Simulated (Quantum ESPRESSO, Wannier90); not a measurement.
## Tight-binding from DFT: HgI2 (Cmc2₁)

Materials Project entry mp-23173; symmetrised, unrelaxed at this level. COD (Crystallography Open Database) has the formula in 4 space groups, this one among them (matched by group alone). Method: PBEsol plane waves in Quantum ESPRESSO 7.5 (PseudoDojo norm-conserving files, 56 Ry, no spin polarisation, no spin-orbit coupling), Bloch states on a 6×6×4 mesh through Γ, Wannier90 4.0.1. Density: 8×8×4 mesh, cold smearing 0.01 Ry. Spin-orbit coupling is left out although heavy elements are present.

On the energy scale of pw.x, whose zero is arbitrary, the valence-band maximum lies at 2.95 eV.

Input w.win:

```
num_bands = 16
num_wann = 16
exclude_bands = 1-8,13-22,35-58
num_iter = 1000
conv_tol = 1.0e-6
conv_window = 4
write_hr = true
write_u_matrices = true
begin projections
I: s;p
end projections
begin unit_cell_cart
ang
    2.4829550000   -3.7267050000    0.0000000000
    2.4829550000    3.7267050000    0.0000000000
    0.0000000000    0.0000000000   13.9966600000
end unit_cell_cart
begin atoms_frac
Hg   0.3434900000 -0.3434900000 -0.0012500000
Hg  -0.3434900000  0.3434900000  0.4987500000
I    0.3973500000 -0.3973500000  0.3689000000
I   -0.3973500000  0.3973500000 -0.1311000000
I   -0.0849700000  0.0849700000 -0.3709400000
I    0.0849700000 -0.0849700000  0.1290600000
end atoms_frac
mp_grid = 6 6 4
begin kpoints
0.0000000000 0.0000000000 0.0000000000
0.0000000000 0.0000000000 0.2500000000
0.0000000000 0.0000000000 0.5000000000
... (141 more lines: the 6x6x4 mesh through Gamma)
end kpoints
```

Input of pw2wannier90.x that gives the overlap and projection files (equivalent; here they were cut from one run over all bands):

```
&inputpp
  outdir = './out'
  prefix = 'pwscf'
  seedname = 'w'
  write_amn = .true.
  write_mmn = .true.
/
```

Output w.wout (banner and timings cut):

```
                                    ------
                                    SYSTEM
                                    ------

                              Lattice Vectors (Ang)
                    a_1     2.482955  -3.726705   0.000000
                    a_2     2.482955   3.726705   0.000000
                    a_3     0.000000   0.000000  13.996660

                   Unit Cell Volume:     259.02893  (Ang^3)

                        Reciprocal-Space Vectors (Ang^-1)
                    b_1     1.265264  -0.842995   0.000000
                    b_2     1.265264   0.842995  -0.000000
                    b_3    -0.000000   0.000000   0.448906

 *----------------------------------------------------------------------------*
 |   Site       Fractional Coordinate          Cartesian Coordinate (Ang)     |
 +----------------------------------------------------------------------------+
 | hg   1   0.34349  -0.34349  -0.00125   |    0.00000  -2.56017  -0.01750    |
 | hg   2  -0.34349   0.34349   0.49875   |    0.00000   2.56017   6.98083    |
 | i    1   0.39735  -0.39735   0.36890   |    0.00000  -2.96161   5.16337    |
 | i    2  -0.39735   0.39735  -0.13110   |    0.00000   2.96161  -1.83496    |
 | i    3  -0.08497   0.08497  -0.37094   |    0.00000   0.63332  -5.19192    |
 | i    4   0.08497  -0.08497   0.12906   |    0.00000  -0.63332   1.80641    |
 *----------------------------------------------------------------------------*
                                ------------
                                K-POINT GRID
                                ------------

             Grid size =  6 x  6 x  4      Total points =  144

 *---------------------------------- MAIN ------------------------------------*
 |  Number of Wannier Functions               :                16             |
 |  Number of Objective Wannier Functions     :                16             |
 |  Number of input Bloch states              :                16             |
 |  Output verbosity (1=low, 5=high)          :                 1             |
 |  Timing Level (1=low, 5=high)              :                 1             |
 |  Optimisation (0=memory, 3=speed)          :                 3             |
 |  Length Unit                               :               Ang             |
 |  Post-processing setup (write *.nnkp)      :                 F             |
 |  Using Gamma-only branch of algorithms     :                 F             |
 *----------------------------------------------------------------------------*
 *------------------------------- WANNIERISE ---------------------------------*
 |  Total number of iterations                :              1000             |
 |  Number of CG steps before reset           :                 5             |
 |  Trial step length for line search         :             2.000             |
 |  Convergence tolerence                     :         0.100E-05             |
 |  Convergence window                        :                 4             |
 |  Iterations between writing output         :                 1             |
 |  Iterations between backing up to disk     :               100             |
 |  Write r^2_nm to file                      :                 F             |
 |  Write xyz WF centres to file              :                 F             |
 |  Write on-site energies <0n|H|0n> to file  :                 F             |
 |  Use guiding centre to control phases      :                 F             |
 |  Use phases for initial projections        :                 F             |
 *----------------------------------------------------------------------------*
 *-------------------------------- PLOTTING ----------------------------------*
 |  Plotting Hamiltonian in WF basis          :                 T             |
 *----------------------------------------------------------------------------*

       ... (k-mesh section left out)

 Starting a new Wannier90 calculation ...

 Reading overlaps from w.mmn

 Reading projections from w.amn

 *------------------------------- WANNIERISE ---------------------------------*
 +--------------------------------------------------------------------+<-- CONV
 | Iter  Delta Spread     RMS Gradient      Spread (Ang^2)            |<-- CONV
 +--------------------------------------------------------------------+<-- CONV

 ------------------------------------------------------------------------------
 Initial State
  WF centre and spread    1  ( -0.000000, -3.032944,  5.233631 )     1.43871016
  WF centre and spread    2  (  0.000000, -3.276941,  5.591726 )     3.36497346
  WF centre and spread    3  ( -0.000000, -2.976835,  5.283521 )     2.65618530
  WF centre and spread    4  ( -0.000000, -3.400285,  5.603123 )     3.45319284
  WF centre and spread    5  ( -0.000000,  3.032944, -1.764699 )     1.43871016
  WF centre and spread    6  (  0.000000,  3.276941, -1.406604 )     3.36497346
  WF centre and spread    7  (  0.000000,  2.976835, -1.714809 )     2.65618530
  WF centre and spread    8  ( -0.000000,  3.400285, -1.395207 )     3.45319284
  WF centre and spread    9  ( -0.000000,  0.704314, -5.261970 )     1.44112314
  WF centre and spread   10  (  0.000000,  0.965882, -5.598399 )     3.48737807
  WF centre and spread   11  ( -0.000000,  0.647356, -5.318921 )     2.60525493
  WF centre and spread   12  (  0.000000,  1.077102, -5.616312 )     3.52056956
  WF centre and spread   13  ( -0.000000, -0.704314,  1.736360 )     1.44112314
  WF centre and spread   14  (  0.000000, -0.965882,  1.399931 )     3.48737807
  WF centre and spread   15  ( -0.000000, -0.647356,  1.679409 )     2.60525493
  WF centre and spread   16  ( -0.000000, -1.077102,  1.382018 )     3.52056955
  Sum of centres and spreads (  0.000000,  0.000000, -0.167200 )    43.93477492

      0     0.439E+02     0.0000000000       43.9347748812  <-- CONV
        O_D=      0.0460184 O_OD=     10.0461442 O_TOT=     43.9347749 <-- SPRD
 ------------------------------------------------------------------------------
      1    -0.286E+00     0.6292188884       43.6483040482  <-- CONV
        O_D=      0.0398604 O_OD=      9.7658313 O_TOT=     43.6483040 <-- SPRD
      2    -0.849E-01     0.4489549555       43.5633771681  <-- CONV
        O_D=      0.0374012 O_OD=      9.6833636 O_TOT=     43.5633772 <-- SPRD
      3    -0.513E-01     0.3880810667       43.5120950389  <-- CONV
        O_D=      0.0336291 O_OD=      9.6358536 O_TOT=     43.5120950 <-- SPRD
      4    -0.313E-01     0.3275906503       43.4808322560  <-- CONV
        O_D=      0.0338571 O_OD=      9.6043628 O_TOT=     43.4808323 <-- SPRD
      5    -0.213E-01     0.2554092365       43.4595491495  <-- CONV
        O_D=      0.0330620 O_OD=      9.5838748 O_TOT=     43.4595491 <-- SPRD
       ... (lines left out)
    100    -0.547E-02     0.1479935631       37.9450072133  <-- CONV
        O_D=      0.0150553 O_OD=      4.0873395 O_TOT=     37.9450072 <-- SPRD
       ... (lines left out)
    197    -0.599E-06     0.0013881062       37.8473473999  <-- CONV
        O_D=      0.0148253 O_OD=      3.9899097 O_TOT=     37.8473474 <-- SPRD
    198    -0.540E-06     0.0012517438       37.8473468602  <-- CONV
        O_D=      0.0148254 O_OD=      3.9899091 O_TOT=     37.8473469 <-- SPRD
    199    -0.515E-06     0.0017534708       37.8473463450  <-- CONV
        O_D=      0.0148254 O_OD=      3.9899086 O_TOT=     37.8473463 <-- SPRD
             <<<     Delta < 1.000E-06  over  4 iterations     >>>
             <<< Wannierisation convergence criteria satisfied >>>
 Final State
  WF centre and spread    1  (  0.000000, -3.314846,  4.778198 )     2.00515478
  WF centre and spread    2  (  0.000000, -2.546649,  5.642769 )     1.96430949
  WF centre and spread    3  ( -0.000000, -2.976733,  5.284208 )     2.63955010
  WF centre and spread    4  (  0.000000, -3.854788,  6.013978 )     2.81192425
  WF centre and spread    5  ( -0.000000,  3.314846, -2.220132 )     2.00515478
  WF centre and spread    6  ( -0.000000,  2.546649, -1.355561 )     1.96430949
  WF centre and spread    7  (  0.000000,  2.976733, -1.714122 )     2.63955010
  WF centre and spread    8  ( -0.000000,  3.854788, -0.984352 )     2.81192425
  WF centre and spread    9  (  0.000000,  1.001619, -4.793330 )     2.06922545
  WF centre and spread   10  (  0.000000,  0.225866, -5.651168 )     2.04666330
  WF centre and spread   11  ( -0.000000,  0.647892, -5.318528 )     2.60178885
  WF centre and spread   12  (  0.000000,  1.516818, -6.039021 )     2.78505695
  WF centre and spread   13  (  0.000000, -1.001619,  2.205000 )     2.06922545
  WF centre and spread   14  (  0.000000, -0.225866,  1.347162 )     2.04666330
  WF centre and spread   15  ( -0.000000, -0.647892,  1.679802 )     2.60178886
  WF centre and spread   16  (  0.000000, -1.516818,  0.959309 )     2.78505696
  Sum of centres and spreads (  0.000000,  0.000000, -0.165790 )    37.84734638

         Spreads (Ang^2)       Omega I      =    33.842612346
        ================       Omega D      =     0.014825371
                               Omega OD     =     3.989908627
    Final Spread (Ang^2)       Omega Total  =    37.847346345
```
